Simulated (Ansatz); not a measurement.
# What DFT gives for CaMg$_{2}$

```
Ca Mg
1.0
     6.25277    0.00000    0.00000
    -3.12638    5.41505    0.00000
     0.00000    0.00000   10.14346
Ca Mg
4 8
Direct
  0.33330 0.66670 0.06190
  0.66660 0.33330 0.56190
  0.33330 0.66670 0.43810
  0.66670 0.33340 0.93810
  0.00000 0.00000 0.00000
  0.00000 0.00000 0.50000
  0.83129 0.66258 0.25000
  0.16871 0.83129 0.75000
  0.33742 0.16871 0.25000
  0.16871 0.33742 0.75000
  0.83129 0.16871 0.25000
  0.66258 0.83129 0.75000
```

The numbers come from plane-wave PAW DFT (Ansatz): r2SCAN, no spin polarisation, 500 eV, 6×6×4 Γ-centred k points, gaussian occupations (width 0.2296 eV). Nothing was relaxed.

- Contacts: Mg–Mg at 3.09 Å: least valence density 0.11 e/Å³ and ELF 0.66 there. Ca–Mg at 3.63 Å: least valence density 0.07 e/Å³ and ELF 0.20 there. Ca–Ca at 3.82 Å: least valence density 0.04 e/Å³ and ELF 0.12 there. These are pseudo-fields; inside the PAW spheres they differ from the all-electron ones.
- Stress: The pressure is -0.4 GPa (compression positive), so with the atoms held at these fractions the cell is close to zero pressure.
- Charges: Bader charges in e: Ca +1.26, Mg -1.24 to -0.42. In the mean Ca gives up most and Mg takes most.
- Forces: Nearly at rest: the largest force is 0.019 eV/Å.
- Formation energy: -0.13 eV an atom against the elements' usual phases (free molecules for gases, crystals otherwise, with no correction for O₂ or N₂), so it is bound against them; other compounds may still compete. Relaxing would lower it.
- Electronic structure: It is a metal, with about 8 states/eV a cell as the mean within 0.25 eV of the Fermi level.

Origin: a database entry at a rescaled volume. Caveats: wide smearing.
